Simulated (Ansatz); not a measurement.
ZnCu2GeS4:
```
CELL_PARAMETERS angstrom
     -2.63352     2.63352     5.24167
      2.63352    -2.63352     5.24167
      2.63352     2.63352    -5.24167
ATOMIC_POSITIONS crystal
  Cu 0.00000 0.00000 0.00000
  Cu 0.75000 0.25000 0.50000
  Zn 0.25000 0.75000 0.50000
  Ge 0.50000 0.50000 0.00000
  S  0.63044 0.62067 0.49846
  S  0.12222 0.13199 0.50154
  S  0.37933 0.87778 0.00977
  S  0.86801 0.36956 0.99023
```

Relaxed with PBEsol.

### Question
Decompose the optical modes at the zone centre into irreducible representations, and say which are infrared and Raman allowed.

### Answer
Point group -4: Γ_opt = 3A + 6B + 6E. Infrared: B, E. Raman: A, B, E.

### Question
Assign frequencies (DFPT, the program Ansatz at the PBEsol level (PAW); without the LO–TO term).

### Answer
E 81, B 98, B 111, E 115, E 172, B 191, B 266, E 280, A 301, A 304, E 306, A 333, B 341, E 353, B 363 cm⁻¹.

Subscripts of B labels follow the axes of the standard setting.

Space group I-4. The cell was relaxed with PBEsol under the symmetry of its start. The run is not spin-polarised.

Potentials: the later of the program's two PAW sets.
